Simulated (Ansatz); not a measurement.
The end point of a relaxation of ZnSnN₂. Space group Pna2₁ (No. 33). All values below come from r2SCAN (plane waves to 500 eV, PAW, scalar-relativistic; Ansatz, a first-principles code).

```cif
data_N8Sn4Zn4
_chemical_formula_sum 'Zn4 Sn4 N8'
_space_group_name_H-M_alt 'P 1'
_space_group_IT_number 1
_cell_length_a 5.84661
_cell_length_b 6.73299
_cell_length_c 5.47425
_cell_angle_alpha 90.000
_cell_angle_beta 90.000
_cell_angle_gamma 90.000
loop_
_space_group_symop_operation_xyz
  'x, y, z'
loop_
_atom_site_label
_atom_site_type_symbol
_atom_site_fract_x
_atom_site_fract_y
_atom_site_fract_z
_atom_site_occupancy
Zn1 Zn 0.08268 0.62503 0.00131 1
Zn2 Zn 0.91732 0.37497 0.50131 1
Zn3 Zn 0.58268 0.87497 0.00131 1
Zn4 Zn 0.41732 0.12503 0.50131 1
Sn1 Sn 0.08806 0.12492 0.00174 1
Sn2 Sn 0.91194 0.87508 0.50174 1
Sn3 Sn 0.58806 0.37508 0.00174 1
Sn4 Sn 0.41194 0.62492 0.50174 1
N1 N 0.08251 0.12560 0.38076 1
N2 N 0.91749 0.87440 0.88076 1
N3 N 0.58251 0.37440 0.38076 1
N4 N 0.41749 0.62560 0.88076 1
N5 N 0.07997 0.62433 0.37619 1
N6 N 0.92003 0.37567 0.87619 1
N7 N 0.57997 0.87567 0.37619 1
N8 N 0.42003 0.12433 0.87619 1
```

Question: What band gap does r2SCAN give?

Answer: 0.53 eV, direct at Γ (no spin-orbit coupling).

No spin polarisation in the result.

The run could not lose the symmetry of its start.

The first start was generated by placing the elements on the sites of a structure type. Materials Project lists a structure of ZnSnN2 in the same space group, Pna2₁ (No. 33); the sites were not compared with it, nor with measured phases.
